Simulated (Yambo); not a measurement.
G0W0@LDA for K$_{3}$RhF$_{6}$ (space group Fm-3m, No. 225) in Yambo. Reference settings: 2×2×2 Γ-centred k mesh, bands 5 to 328 and a 8 Ry block in the screening, 328 bands in G with the Bruneval-Gonze terminator, plasmon pole fitted at 27.2 eV. The LDA gap X → X on this mesh is 2.03 eV; G0W0 gaps are taken between the same points.

The settings were changed. The gap went from 5.84 eV to 6.05 eV, and the shift of the valence edge from -1.58 eV to -1.51 eV.

Question: What was changed between the two runs?
A) 127 bands in W, 127 bands in G, 2 Ry block
B) 85 bands in W, 85 bands in G, 2 Ry block
C) 255 bands in W, 255 bands in G, 3 Ry block, no terminator
D) 85 bands in W, 85 bands in G, 3 Ry block

Answer: C, 255 bands in W, 255 bands in G, 3 Ry block, no terminator. The others gave (gap, valence shift): 85 bands in W, 85 bands in G, 2 Ry block: 6.61, -1.89 eV; 85 bands in W, 85 bands in G, 3 Ry block: 6.22, -1.59 eV; 127 bands in W, 127 bands in G, 2 Ry block: 6.48, -1.85 eV.

Spin-orbit coupling is not included.

Geometry of the Materials Project entry, not relaxed at this level; primitive cell a = b = c = 6.237 Å, α = β = γ = 60.00°.

The structure is a Materials Project entry; no match was found in the copy of COD used, and its stability was not checked.

A shift is the quasiparticle energy of the state minus its LDA energy.
